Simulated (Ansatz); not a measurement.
Consider the following.

Ag:
```
CELL_PARAMETERS angstrom
      0.00000     3.86066     3.86066
      3.86066     0.00000     3.86066
      3.86066     3.86066     0.00000
ATOMIC_POSITIONS crystal
  Ag 0.75000 0.75000 0.75000
  Ag 0.50000 0.50000 0.50000
  Ag 0.12500 0.62500 0.12500
  Ag 0.12500 0.12500 0.12500
  Ag 0.62500 0.12500 0.12500
  Ag 0.12500 0.12500 0.62500
```

This is the PBE-relaxed structure.

Question: All from the program Ansatz at the PBE level (PAW), unless another level is named. Estimate the density of states at the Fermi level.

Answer: 0.29 states/eV per atom (mean over ±0.08 eV).

Question: What about the gap with spin–orbit coupling?

Answer: none (metallic).

Space group Fd-3m. The start of the workflow was typed in or built on a structure type; neither database checked (COD, Materials Project) lists it. It is not the phase usual at ambient conditions (space group No. 225). The PBE relaxation kept the symmetry of its start; whether a distortion lowers the energy is not shown. The run is not spin-polarised. Spin–orbit coupling is left out wherever it is not named.

Potentials: the earlier of the program's two PAW sets.
